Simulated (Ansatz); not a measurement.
Al (fcc, Cu type)

```xyz
1
Lattice="0.0000 1.9954 1.9954 1.9954 0.0000 1.9954 1.9954 1.9954 0.0000" Properties=species:S:1:pos:R:3 pbc="T T T"
Al     0.0000     0.0000     0.0000
```

The slice is a {111} plane (indices of the conventional cell) through the point (0.000, 0.000, 0.000) (fractional), spanned by u = [100] and v = [-1 2 0] in vectors of this cell: u (2.82 Å) and v (4.89 Å, at 90° to u). It covers one period; positions are fractions (u, v).

Level of theory: r2SCAN (plane waves to 500 eV, PAW, scalar-relativistic; Ansatz, a quantum-chemistry and plane-wave program). k mesh 20×20×20. These are valence fields of a PAW run, semicore shells included where kept as valence: close to a nucleus they are smooth pseudo fields. Al was relaxed with its symmetry unable to fall. The PAW data are Ansatz's earlier set.

Q: What is the ELF at the midpoint of the shortest Al–Al line in this plane (2.82 Å)?

A: 0.62.

Q: What is the valence density on the shortest Al–Al line in this plane (2.82 Å), at its midpoint?

A: 0.21 e/Å³.

Q: The ELF has a maximum in the middle third of the Al–Al line. Where, and how high?

A: 0.63, 1.2 Å from Al.

Q: Sketch the electrostatic potential energy of an electron, from the cell's mean on this plane as a map.

A: 
```
|xxxxxxxxxx1166776611xxxxxxxx|
|xxxxxxxxxx3377887733xxxxxxxx|
|xxxxxxxx00668899886600xxxxxx|
|xxxxxx005577999999775500xxxx|
|0011335577889999998877553311|
|6677777777777766777777777777|
|9999887755331100113355778899|
|9999775500xxxxxxxxxx00557799|
|99886600xxxxxxxxxxxxxx006688|
|887733xxxxxxxxxxxxxxxxxx3377|
|776611xxxxxxxxxxxxxxxxxx1166|
|776600xxxxxxxxxxxxxxxxxx0066|
|776611xxxxxxxxxxxxxxxxxx1166|
|887733xxxxxxxxxxxxxxxxxx3377|
|99886600xxxxxxxxxxxxxx006688|
|9999775500xxxxxxxxxx00557799|
|9999887755331100113355778899|
|6677777777777766777777777777|
|0011335577889999998877553311|
|xxxxxx005577999999775500xxxx|
|xxxxxxxx00668899886600xxxxxx|
|xxxxxxxxxx3377887733xxxxxxxx|
|xxxxxxxxxx1166776611xxxxxxxx|
|xxxxxxxxxx0066776600xxxxxxxx|
```
Scale: ten equal steps from -3.61 (start of '0') to 4.83 (end of '9'), in the order '0123456789'. Values: electrostatic potential energy of an electron, from the cell's mean, in eV. The map has 14 points along u (two characters each, u = 0 at the left) and 24 along v (v = 0 in the bottom row). Points within 1 Å of a nucleus are blanked (x), as the pseudised field means little there. The zero, the cell's mean, hangs on the PAW cores.
